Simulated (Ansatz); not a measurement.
In₃S₄ in space group Fd-3m (No. 227; In on 8a, In on 16d, S on 32e), r²SCAN in the plane-wave PAW code Ansatz, all energies at zero smearing, with the estimated change up to a 700 eV cutoff added, with one set of potentials and settings (totals compare only within such a set). Cell of 14 atoms (6 In, 8 S): -40926.915 eV.

```json
[
 {"element": "In", "reference phase": "I4/mmm, 1 atoms in the cell", "E (eV/atom)": "-5611.8204"},
 {"element": "S", "reference phase": "P2/c, 32 atoms in the cell", "E (eV/atom)": "-905.8156"}
]
```

Formation energy per atom, worked out: (-40926.915 − 6×(-5611.8204) − 8×(-905.8156))/14 = -0.676 eV/atom (-65 kJ per mol of atoms), at 0 K, without zero-point energy or fitted corrections.

The workflow started from an entry of the Crystallography Open Database (COD). Its standing as an ambient phase is unchecked. The cell was relaxed with r²SCAN under the symmetry of its start; its stability against distortions is not shown here. The references are the lowest solids computed at this level, not always the standard phases.

Potentials: the later of the program's two PAW sets.
